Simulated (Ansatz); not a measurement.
The start is a randomly generated symmetric cell of VSi2 (space group No. 65). The cell and all atomic positions are relaxed at zero pressure with r2SCAN (plane waves to 500 eV, PAW, scalar-relativistic; Ansatz, a program for electronic structure). The first steps use a coarse 8×8×5 k-mesh.

Initial structure:
```
VSi2
1.0
    2.03924    -2.23873     0.00000
    2.03924     2.23873     0.00000
    0.00000     0.00000     5.12562
Si V
2 1
Direct
  0.50000   0.50000   0.50000
  0.50000   0.50000   0.00000
  0.00000   0.00000   0.00000
```
Spin-polarised start, with parallel moments on V.

Q: How large is the pressure on the unrelaxed cell, and of which sign?

A: +26 GPa (positive: the cell is compressed).

Q: Does the structure survive the relaxation? Give the final space group.

A: The space group goes from Cmmm (No. 65) to P4/mmm (No. 123), with 3 atoms in the primitive magnetic cell.

Q: How much energy is released per atom?

A: 0.52 eV/atom.

Q: How does the volume per atom move from start to end?

A: +17.2 %, from 15.60 to 18.29 Å³/atom.

Q: How do the shortest distances between atoms change?

A: The closest pairs of elements (up to four, under 3.6 Å), start → end: Si–V 2.04 → 2.40 Å; Si–Si 2.56 → 2.39 Å; V–V 3.03 → 3.39 Å.

Q: What magnetic moments remain?

A: Net 0.54 μB/atom, ferromagnetic.

Q: What does it relax into? Give the structure.

A: 
```cif
data_Si2V
_chemical_formula_sum 'Si2 V1'
_space_group_name_H-M_alt 'P4/mmm'
_space_group_IT_number 123
_space_group_name_Hall '-P 4 2'
_cell_length_a 3.38876
_cell_length_b 3.38876
_cell_length_c 4.77799
_cell_angle_alpha 90.000
_cell_angle_beta 90.000
_cell_angle_gamma 90.000
loop_
_atom_site_label
_atom_site_type_symbol
_atom_site_symmetry_multiplicity
_atom_site_Wyckoff_symbol
_atom_site_fract_x
_atom_site_fract_y
_atom_site_fract_z
_atom_site_occupancy
Si1 Si 1 d 0.50000 0.50000 0.50000 1
Si2 Si 1 c 0.50000 0.50000 0.00000 1
V1 V 1 a 0.00000 0.00000 0.00000 1
```

Final values are on a 14×14×10 k-mesh of the relaxed cell. Spin state reached: ferromagnetic (net 0.54 μB/atom), from parallel starting moments; other spin orders were not run from this start.

The run could not lose the symmetry of its start: the end is stationary, and may be a saddle point rather than a minimum.

All atoms sit on sites fixed by symmetry, so only the cell could relax.

The relaxed structure here is a generated cell of VSi2: the first start was made by a random draw of sites in a space group, and the end was not matched to a known phase here, so it may be hypothetical.
